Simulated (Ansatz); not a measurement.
Relaxed MoS₂ (2H-MoS2 type, space group P6_3/mmc):

```
CELL_PARAMETERS angstrom
      3.14937     0.00000     0.00000
     -1.57469     2.72744     0.00000
      0.00000     0.00000    12.09029
ATOMIC_POSITIONS crystal
  Mo 0.33333 0.66667 0.25000
  Mo 0.66667 0.33333 0.75000
  S  0.33333 0.66667 0.62049
  S  0.66667 0.33333 0.12049
  S  0.66667 0.33333 0.37951
  S  0.33333 0.66667 0.87951
```

In this cell atom 6 (S, nearest neighbour Mo at 2.400 Å; its periodic images, 3.1 Å or more away, move with it) is moved by s along Cartesian [111], unit vector (0.577, 0.577, 0.577); all other atoms and the cell stay fixed.

The numbers are results of PBE-D3(BJ) (plane waves to 420 eV, PAW, scalar-relativistic; Ansatz, an electronic-structure program), not measurements. k mesh 10×10×3 (Γ-centred), Fermi-Dirac smearing 0.05 eV. Energies are smeared free energies. Left out: 2 of 11 points, with atoms too close for the PAW data. MoS2 is run without spin polarisation. MoS2 was relaxed with its symmetry unable to fall. ΔE is measured from the undisplaced structure.

```tsv
s (Å)	ΔE (meV/cell)
-0.432	1866
-0.288	704
-0.144	withheld
0.000	0
0.144	111
0.288	385
0.432	752
0.576	1162
0.720	1576
```

**Question.** Fit a polynomial form (powers 2, 3, 4) to the given rows and predict ΔE at s = -0.144.

**Answer.** Least squares on the 8 given rows: ΔE = (6443)·s² + (-6871)·s³ + (2990)·s⁴, in meV/cell with s in Å; root-mean-square residual 6.9 meV/cell. At -0.144 the fit gives 155 meV/cell; the calculation gives 150 meV/cell, so the interpolation is off by 5 (+3.3 %). The quadratic term alone would give 134 meV/cell.

(For displaced atoms, the force is minus the slope of the energy, and its curvature is a force constant, which sets phonon frequencies.)
